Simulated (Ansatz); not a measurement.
Step by step: SrCl₂, relaxation of cell and atoms

Method: DFT, PBE, PAW with Ansatz's default frozen-core files, scalar-relativistic in Ansatz 0.2.0.

Command: `ansatz run input.yaml --threads 1 --pin off --max-ram 3072MiB --backend cpu --events-out ev --progress --plain --runs-dir out` The run took 8.7 s on 1 thread of Intel(R) Xeon(R) 6975P-C (Granite Rapids) (shared host).

```yaml
crystal:
  lattice:
    - [0.0, 3.3276613192, 3.3276613192]
    - [3.3276613192, 0.0, 3.3276613192]
    - [3.3276613192, 3.3276613192, 0.0]
  atoms:
    - { symbol: Sr, position: [0.0, 0.0, 0.0] }
    - { symbol: Cl, position: [0.25, 0.25, 0.25] }
    - { symbol: Cl, position: [0.75, 0.75, 0.75] }
kpoints:
  mp_grid: { grid: [10, 10, 10] }
scf:
  occupations: { method: fermi_dirac, width: 0.08 }
hamiltonian:
  xc: pbe
  pseudopotentials: { kind: paw }
output:
  forces: true
  stress: true
relax:
  f_tol: 0.005
  max_steps: 80
  cell: {}
```

The cell is built from the fluorite type as a first guess.

The cutoff is 420 eV; energies and pressures of the walk include the program's estimate of the Pulay term.

Each frame lists the cell vectors (Å), then Cartesian positions (Å); symmetry keeps all forces zero. Free energies count from the first step, -5710.4303 eV.

The walk took 5 evaluations in all; steps that aren't listed are left out.

Step 1: E = 0.0 meV, P = 8.31 GPa

```
cell 0.0000 3.3277 3.3277 3.3277 0.0000 3.3277 3.3277 3.3277 0.0000
Sr    0.0000    0.0000    0.0000
Cl    1.6638    1.6638    1.6638
Cl    4.9915    4.9915    4.9915
```

Step 2: E = -294.9 meV, P = 0.93 GPa

```
cell 0.0000 3.4899 3.4899 3.4899 0.0000 3.4899 3.4899 3.4899 0.0000
Sr    0.0000    0.0000    0.0000
Cl    1.7449    1.7449    1.7449
Cl    5.2348    5.2348    5.2348
```

Step 3: E = -300.8 meV, P = 0.22 GPa

```
cell 0.0000 3.5126 3.5126 3.5126 0.0000 3.5126 3.5126 3.5126 0.0000
Sr    0.0000    0.0000    0.0000
Cl    1.7563    1.7563    1.7563
Cl    5.2690    5.2690    5.2690
```

(1) How does the relaxation end?

Answers

(1) It converges, with a = 7.040 Å, b = 7.040 Å, c = 7.040 Å, α = 90.00°, β = 90.00°, γ = 90.00° (conventional cell, space group Fm-3m). The last solve (on a basis chosen afresh for the final cell, so its energy is not quite comparable) gives E = -301.7 meV, P = 0.01 GPa:
```
cell 0.0000 3.5202 3.5202 3.5202 0.0000 3.5202 3.5202 3.5202 0.0000
Sr    0.0000    0.0000    0.0000
Cl    1.7601    1.7601    1.7601
Cl    5.2804    5.2804    5.2804
```
